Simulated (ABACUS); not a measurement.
ABACUS run on Au (Fm-3m, 1 atom in the cell; from Materials Project mp-81): self-consistent single point.

Method: PBE, PseudoDojo 0.5 standard norm-conserving PBE (tails mended) pseudopotentials (plane waves; ABACUS).

```yaml
crystal:
  lattice:
    - [0.00000, 2.08564, 2.08564]
    - [2.08564, 0.00000, 2.08564]
    - [2.08564, 2.08564, 0.00000]
  atoms:
    - { symbol: Au, position: [0.00000, 0.00000, 0.00000] }
```

Reference input (self-consistent single point, DFT, PBE, plane waves, PseudoDojo 0.5 standard norm-conserving PBE (tails mended) pseudopotentials): KPT = Gamma 18 18 18 0 0 0; basis_type = pw; dft_functional = PBE; ecutwfc = 76 Ry; smearing_method = fd; smearing_sigma = 0.00734986 Ry; potentials = PseudoDojo 0.5 standard norm-conserving PBE (tails mended); symmetry = 1; symmetry_prec = 1e-05; ks_solver = dav_subspace; scf_nmax = 100; scf_thr = 1.0e-09 Ry. This run's input differs from it in these lines:

```diff
@@ -10,3 +10,3 @@
 smearing_method      fd
-smearing_sigma       0.00734986
+smearing_sigma       0.0220496
 ks_solver            dav_subspace
@@ -40,4 +40,4 @@
 0
-Gamma
-18 18 18 0 0 0
+MP
+21 21 21 0 0 0
```

Output, abridged:

```
 SELF-CONSISTENT
 -------------------------------------------
                                 init_chg = atomic

 PW ALGORITHM --------------- ION=   1  ELEC=   1--------------------------------
 Notice: Threshold on eigenvalues was too large.

 Density error is 0.0621902299202
                          Error Threshold = 0.000329907769743
 E_KohnSham     -296.3787768997      -4032.4401321073
 E_Fermi        1.4462949245         19.6778519611

 PW ALGORITHM --------------- ION=   1  ELEC=   2--------------------------------

 Density error is 0.0320267706572
                          Error Threshold = 0.00032731699958
   [... lines left out ...]

 Density error is 2.68300158674e-07
                          Error Threshold = 8.04372405526e-09
 E_KohnSham     -296.4021748478      -4032.7584775223
 E_Fermi        1.3983990155         19.0261946882

 PW ALGORITHM --------------- ION=   1  ELEC=   6--------------------------------

 Density error is 5.48245367006e-10
                          Error Threshold = 1.41210609828e-09
 E_KohnSham     -296.4021748869      -4032.7584780548
 E_KS(sigma->0) -296.3988128373      -4032.7127350230
 E_entropy(-TS) -0.0067240992        -0.0914860636
 E_Fermi        1.3984061971         19.0262923997
 charge density convergence is achieved
 final etot is -4032.7584781 eV
 EFERMI = 19.0262924 eV

 STATE ENERGY(eV) AND OCCUPATIONS    NSPIN == 1
   [... 17 lines left out ...]

 TOTAL-FORCE (eV/Angstrom)
                       Au1         0.0000000000         0.0000000000         0.0000000000

 TOTAL-STRESS (KBAR)
       -14.4318980467         0.0000000000         0.0000000000
         0.0000000000       -14.4318980467        -0.0000000000
         0.0000000000        -0.0000000000       -14.4318980467
 TOTAL-PRESSURE: -14.431898 KBAR

 --------------------------------------------
 !FINAL_ETOT_IS -4032.7584780547781520 eV
 --------------------------------------------
```

The run converged in 6 iterations. Against the reference run the free energy goes down by 38.5 meV/atom and the pressure goes from -1.68 to -1.44 GPa.

This run is one point of a test of settings, so its values need not be converged; read them against the reference run alone. The structure comes from a collection of computed structures, made at another level of theory; the collection holds predicted forms beside known ones.

Cost on one core: roughly 40 core-seconds.

“Tails mended”: in these copies of the files the far tail of each local potential was reset to the Coulomb form.
